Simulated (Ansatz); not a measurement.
Relaxed BaTiO3 (cubic perovskite):

```
BaTiO3
1.0
    4.01946     0.00000     0.00000
    0.00000     4.01946     0.00000
    0.00000     0.00000     4.01946
Ba Ti O
1 1 3
Direct
  0.00000   0.00000   0.00000
  0.50000   0.50000   0.50000
  0.00000   0.50000   0.50000
  0.50000   0.50000   0.00000
  0.50000   0.00000   0.50000
```

Computed with PBE (plane waves to 420 eV, PAW, scalar-relativistic; Ansatz, an electronic-structure program). k mesh 7×7×7 (Γ-centred), Fermi-Dirac smearing 0.05 eV. BaTiO3 is run without spin polarisation. BaTiO3 was relaxed with its symmetry unable to fall. The PAW data are Ansatz's earlier set. This is a high-temperature form of BaTiO3.

One atom of the cell was then moved (with its periodic images), all else fixed, and the forces (eV/Å) came out as:

| atom | Fx | Fy | Fz |
|---|---|---|---|
| Ba1 | -0.062 | -0.062 | -0.114 |
| Ti2 | -0.065 | -0.065 | 0.497 |
| O3 | -0.417 | 0.055 | -0.413 |
| O4 | 0.488 | 0.488 | 0.444 |
| O5 | 0.055 | -0.417 | -0.413 |

Problem. Which atom was moved, and by which vector (Å)?

Solution. O4, by (-0.09, -0.09, -0.09), 0.16 Å in all.

(A displaced cell: forces are minus the slopes of the energy, force constants its curvatures, and phonons follow from these.)
